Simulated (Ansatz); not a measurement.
Li3Au: pressure against volume

Li3Au, Fm-3m, a = 6.218 Å. The structure is a COD entry; whether it is the stable form wasn't checked. Ansatz: PBEsol, PAW, 420 eV, Γ-centred 12×12×12 mesh on 4 atoms, Gaussian smearing 0.10 eV; no spin polarisation. Symmetry fixes shape and atoms, so the cell is only scaled; pressure is positive in compression.

| V (Å³/atom) | P (GPa) |
| --- | --- |
| 14.127 | ? |
| 14.577 | 1.18 |
| 15.028 | -0.01 |
| 15.479 | -1.03 |
| 15.930 | -1.91 |

Take V0 = 15.028 Å³/atom, count pressures from its P0 = -0.01 GPa, fit the third-order Birch–Murnaghan form to the other rows, and predict the missing pressure.

With the Eulerian strain f = ½[(V0/V)^(2/3) − 1] and y = (P − P0)/[3f(1 + 2f)^(5/2)], the form is the line y = B0 + 1.5 B0 (B0′ − 4) f. Rows (f, y): 0.01026, 36.7; -0.00976, 36.6; -0.01906, 36.6. Means f = -0.006187, y = 36.633; Σ(Δf)² = 0.0004490, ΣΔfΔy = 0.001645; the slope is their ratio. y = 36.66 + 3.663 f GPa, so B0 = 36.7 GPa and B0′ = 4 + 2 × (3.663)/(3 × 36.66) = 4.07. At V = 14.127, f = 0.02104, y = 36.74 and P = 2.56 GPa. The run gave 2.58 GPa, so the fit is 0.02 GPa too low, a small miss on the scale of the series. The form still works here, 33 % of the fitted range beyond its end.

Spin–orbit coupling is left out, which can shift energies with elements as heavy as these.